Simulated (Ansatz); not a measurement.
CaZn2Ge2, first-principles data

CaZn$_{2}$Ge$_{2}$:
```
CELL_PARAMETERS angstrom
     -2.10889     2.10889     5.29418
      2.10889    -2.10889     5.29418
      2.10889     2.10889    -5.29418
ATOMIC_POSITIONS crystal
  Ge 0.38290 0.38290 0.00000
  Ge 0.61710 0.61710 0.00000
  Ca 0.00000 0.00000 0.00000
  Zn 0.75000 0.25000 0.50000
  Zn 0.25000 0.75000 0.50000
```

Space group I4/mmm (No. 139); conventional cell a = b = 4.2178 Å, c = 10.5884 Å, α = β = γ = 90.00°.

Method: PBEsol in the plane-wave PAW code Ansatz. Structure relaxed to zero pressure with the same functional. Other levels are named where they apply.

Cell and energy:

```yaml
volume_per_atom: 18.84 Å³
density: 5.57 g/cm³
Formation energy from the elements (no fitted shifts): -0.35 eV/atom
```

Electronic structure:

```yaml
electronic_character: metallic (no gap)
Density of states at the Fermi level: 0.32 states/eV per atom (mean over ±0.08 eV)
Gap with spin–orbit coupling: none (metallic)
```

Mechanics:

```yaml
Bulk modulus (Birch–Murnaghan fit): 656 kbar
Pressure derivative B′: 4.5
```

Phonons:

```yaml
highest_zone_centre_frequency: 248 cm⁻¹
zone_centre_stability: unstable, softest mode 55i cm⁻¹
```

The workflow started from an entry of the Crystallography Open Database (COD). Its standing as an ambient phase is unchecked. Symmetry was held in the PBEsol relaxation. As this level gives no gap, phonon frequencies hold no LO–TO term and depend on the k-mesh and smearing (Fermi–Dirac, 0.1 eV here). The references are the lowest solids computed at this level, not always the standard phases. Spin–orbit coupling is left out wherever it is not named.

Potentials: the later of the program's two PAW sets.
